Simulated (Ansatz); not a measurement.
A relaxed cell of Be2N is given with its symmetry left out. The cell was found from a structure generator's guess, not taken from experiment.

All numbers below come from Ansatz 0.2.0, DFT PBE, scalar-relativistic, plane waves, PAW. Cutoff 420 eV, Γ-centred mesh, Gaussian smearing, no spin polarisation.

```
CELL_PARAMETERS angstrom
5.10321 0.00000 0.00000
-2.55160 4.41951 0.00000
0.00000 0.00000 15.02013
ATOMIC_POSITIONS crystal
Be 0.00000 0.00000 0.00000
Be 0.69077 0.84538 0.15922
Be 0.15462 0.84538 0.15922
Be 0.15462 0.30923 0.15922
Be 0.00000 0.00000 0.50000
Be 0.84538 0.69077 0.65922
Be 0.84538 0.15462 0.65922
Be 0.30923 0.15462 0.65922
Be 0.69077 0.84538 0.34078
Be 0.15462 0.84538 0.34078
Be 0.15462 0.30923 0.34078
Be 0.84538 0.69077 0.84078
Be 0.84538 0.15462 0.84078
Be 0.30923 0.15462 0.84078
Be 0.33333 0.66667 0.25000
Be 0.66667 0.33333 0.75000
N 0.00000 0.00000 0.10224
N 0.00000 0.00000 0.60224
N 0.00000 0.00000 0.39776
N 0.00000 0.00000 0.89776
N 0.33333 0.66667 0.13944
N 0.66667 0.33333 0.63944
N 0.33333 0.66667 0.36056
N 0.66667 0.33333 0.86056
```

The zero of energy is the elements' standard structures at the same level (N₂ as a molecule); no fitted shifts are applied.

Question: What space group does it have?

Answer: P6_3/mmc (No. 194). Conventional cell: a = 5.103 Å, c = 15.020 Å. Be on a site of symmetry -3m has 2 N at 1.54 Å; Be on a site of symmetry m has 2 N at 1.61 Å and 1 Be at 2.09 Å; around Be on a site of symmetry -6m2 lie 2 N at 1.66 Å and 6 Be at 2.09 Å; N on its first site has 4 Be at 1.54–1.61 Å; 1 more site not described.

Question: How far does it lie from the elements in energy?

Answer: −0.32 eV/atom. Whether it is stable depends on the other phases of the system, which aren't compared here.

Question: Is it a metal?

Answer: Yes, bands cross the Fermi level on the 12×12×4 mesh.

Question: From what recipe could a structure generator have reached it?

Answer: One such recipe: 4-connected net, bridging atoms on its edges (P6_3/mmc, No. 194). Other recipes can lead to the same cell.

The last run used a 12×12×4 mesh (in the run's order of axes) for its 24-atom cell and Gaussian smearing of 0.10 eV. The cell is a metal run without spin; a magnetic state may lie lower. Symmetry constrained the relaxation, so the result can be a saddle point.
